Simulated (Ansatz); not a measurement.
One crystal and one scan (energy against volume) at two levels, PBE (plane waves to 420 eV, PAW, scalar-relativistic; Ansatz, a program for electronic structure) and PBEsol (plane waves to 420 eV, PAW, scalar-relativistic; Ansatz), each from its own relaxed cell and on its own mesh.

The crystal is AlNi (CsCl type); the cell is scaled evenly about its relaxed volume V₀.

The energy includes the smearing's −TS. AlNi is run without spin polarisation. AlNi was relaxed with its symmetry unable to fall.

| quantity | run 1 | run 2 |
|---|---|---|
| Lattice constant a (Å) | 2.893 | 2.862 |
| Bulk modulus B₀ (third-order Birch-Murnaghan fit) (GPa) | 159.1 | 172.8 |

Q: Which run is which level?

A: Run 1 is PBE, run 2 is PBEsol. PBE gives the higher value for: lattice constant a. PBE gives the lower value for: bulk modulus B₀. For the lattice constant a the reference is 2.882 Å (measured, corrected to the static lattice; as given in H. Levämäki, M. P. J. Punkkinen, K. Kokko et al., Physical Review B (2014), arXiv:1402.3671): within its tolerance of 0.3 % it doesn't tell which level is nearer. For the bulk modulus B₀ the reference is 156 GPa (measured, room temperature or unstated; as given in Yamada, Ryo, Mohri, Tetsuo, (2019), arXiv:1910.09660): it holds thermal shifts, so no verdict is drawn. 

(Under strain, the slope of the energy per volume gives the stress and its curvature an elastic modulus.)
